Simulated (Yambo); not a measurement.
Absorption of a free-standing IrCl$_{3}$ monolayer (symmetry P-31m, slab cell 15.6 Å high) with and without the electron-hole interaction (Yambo, PBEsol bands; 6×6×1 mesh, 20 valence and 12 conduction bands, static screening with 131 bands and a 3 Ry block, scissor 2.28 eV, Tamm-Dancoff, stochastic integration of W near q = 0; field along x).

| E (eV) | Im α, BSE (Å) | Im α, independent quasiparticles (Å) |
|---|---|---|
| 1.10 | 0.03 | 0.01 |
| 1.21 | 0.03 | 0.01 |
| 1.31 | 0.04 | 0.01 |
| 1.41 | 0.04 | 0.02 |
| 1.51 | 0.04 | 0.02 |
| 1.61 | 0.05 | 0.02 |
| 1.71 | 0.05 | 0.02 |
| 1.81 | 0.06 | 0.02 |
| 1.91 | 0.07 | 0.02 |
| 2.01 | 0.08 | 0.02 |
| 2.11 | 0.11 | 0.02 |
| 2.21 | 0.12 | 0.02 |
| 2.31 | 0.12 | 0.02 |
| 2.41 | 0.15 | 0.02 |
| 2.51 | 0.18 | 0.03 |
| 2.61 | 0.24 | 0.03 |
| 2.71 | 0.34 | 0.03 |
| 2.81 | 0.54 | 0.03 |
| 2.91 | 1.01 | 0.04 |
| 3.01 | 2.36 | 0.04 |
| 3.11 | 4.42 | 0.04 |
| 3.21 | 3.41 | 0.05 |
| 3.31 | 1.84 | 0.05 |
| 3.42 | 1.81 | 0.06 |
| 3.52 | 1.56 | 0.06 |
| 3.62 | 1.03 | 0.07 |
| 3.72 | 0.99 | 0.08 |
| 3.82 | 1.22 | 0.10 |
| 3.92 | 1.40 | 0.12 |
| 4.02 | 1.33 | 0.16 |
| 4.12 | 1.31 | 0.21 |
| 4.22 | 1.03 | 0.30 |
| 4.32 | 0.80 | 0.50 |
| 4.42 | 0.86 | 1.01 |
| 4.52 | 0.86 | 1.80 |
| 4.62 | 0.82 | 2.56 |
| 4.72 | 0.77 | 2.59 |
| 4.82 | 0.87 | 1.90 |
| 4.92 | 1.31 | 1.46 |
| 5.02 | 2.59 | 1.71 |
| 5.12 | 2.84 | 1.74 |
| 5.22 | 3.18 | 1.62 |
| 5.32 | 4.56 | 1.57 |
| 5.42 | 4.76 | 1.49 |
| 5.52 | 4.78 | 1.35 |
| 5.63 | 5.34 | 1.19 |
| 5.73 | 3.97 | 1.13 |
| 5.83 | 2.56 | 0.84 |
| 5.93 | 1.96 | 0.56 |
| 6.03 | 1.61 | 0.43 |
| 6.13 | 1.70 | 0.42 |
| 6.23 | 1.94 | 0.48 |
| 6.33 | 1.87 | 0.69 |
| 6.43 | 1.29 | 1.28 |
| 6.53 | 1.09 | 2.08 |
| 6.63 | 1.26 | 2.34 |
| 6.73 | 1.32 | 2.67 |
| 6.83 | 1.62 | 3.06 |
| 6.93 | 1.56 | 3.71 |
| 7.03 | 1.41 | 4.24 |
| 7.13 | 1.08 | 4.74 |
| 7.23 | 1.00 | 4.06 |
| 7.33 | 1.09 | 3.42 |
| 7.43 | 1.61 | 3.26 |
| 7.53 | 1.62 | 2.93 |
| 7.63 | 1.62 | 2.98 |
| 7.73 | 1.53 | 3.17 |
| 7.84 | 1.54 | 2.73 |
| 7.94 | 1.90 | 2.36 |
| 8.04 | 2.17 | 1.79 |

The scissor comes from a G0W0 run whose convergence isn't established. Broadening 0.1 eV. The band window holds all transitions up to 10.1 eV. Fine structure above the onset can come from the mesh.

Spin-orbit coupling is left out, which matters for elements this heavy: edges can move by tenths of an eV.

Geometry relaxed with PBEsol; primitive cell a = 6.0386 Å, b = 6.0386 Å, c = 15.6000 Å, α = 90.00°, β = 90.00°, γ = 120.00°.

This is a model layer cut from the bulk structure; whether it is stable on its own was not checked.
